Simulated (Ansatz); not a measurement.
Nb2C:
```
Nb2C
1.0
   10.97210     0.00000     0.00000
    0.00000     3.09337     0.00000
    0.00000     0.00000     4.97569
Nb C
8 4
Direct
  0.29659   0.75000   0.73486
  0.70341   0.25000   0.26514
  0.20341   0.25000   0.23486
  0.79659   0.75000   0.76514
  0.54593   0.25000   0.75395
  0.45407   0.75000   0.24605
  0.95407   0.75000   0.25395
  0.04593   0.25000   0.74605
  0.37565   0.25000   0.99033
  0.62435   0.75000   0.00967
  0.12435   0.75000   0.49033
  0.87565   0.25000   0.50967
```

Relaxed with r²SCAN.

Problem. Map the valence electron density (e/Å³), cut off at 2 on the plane through (0.297, 0.750, 0.735) spanned by u = [1, 0, 0] and v = [0, 0, 1] in lattice vectors, from r²SCAN (plane waves, PAW; program Ansatz).

Solution. x is the fraction of u, y of v (the angle between them is 90°; rows are the nearest grid lines); atoms in the plane: Nb at (0.00, 0.00), Nb at (0.50, 0.03), Nb at (0.16, 0.51), Nb at (0.66, 0.52), C at (0.33, 0.27), C at (0.83, 0.76).
```
|@@@*.           .*@@@@*.           .*@@@|
|@@@*.            =@@@@=       ......*@@@|
|@@@=.            :@@@%:      ..:::..=@@@|
|@@#:             .=%#-.      .:=+=-::#@@|
|#*-.              .::.       :=*#*=:.-+#|
|::.                         .:+%%%+-...:|
|     ....               .::..:+%%%*-.   |
|    .=*+:.             :=#*=::=*%#+:.   |
|   .=@@@#:            .=@@@@-:-=++-.    |
|   :@@@@@+.           :@@@@@*:::--:.    |
|   -@@@@@%.           -@@@@@@:.....     |
|   =@@@@@@:           =@@@@@@:          |
|   -@@@@@@:.....      -@@@@@%.          |
|   :@@@@@#:.:::..     :@@@@@+.          |
|   .*@@@@=::=+=-.     .+@@@@:           |
|    :*@%+::=*#*=:.    .:+#*-.           |
|    .:-:..:+#%%+:.     ..::.            |
|         .:+%#%*-.       .              |
|:..       :=#%#+:.:==:.              .::|
|#+:.      .-+++-::*@@*:             .-*#|
|@@#:      .::--:.-@@@@-.            :#@@|
|@@@-       ......+@@@@+.            =@@@|
|@@@+.           .*@@@@*.           .+@@@|
|@@@*.           .*@@@@*.           .*@@@|
```
Scale: ten equal steps from 0.142 (start of ' ') to 2.00 (end of '@'), in the order ' .:-=+*#%@'; x runs from 0.000 to 1.00, y from 0.000 (bottom) to 1.00 (top).

The density is the valence pseudo-density with augmentation charge, so density and ELF within about 1 Å of a nucleus are not all-electron values.

Space group Pnma. The first step of the workflow began from a Materials Project structure, measured or hypothetical; the Crystallography Open Database copy checked does not list it. Whether it is the stable phase at ambient conditions was not checked. The cell was relaxed with r²SCAN under the symmetry of its start; its stability against distortions is not shown here. No spin polarisation was allowed.

Potentials: the later of the program's two PAW sets.
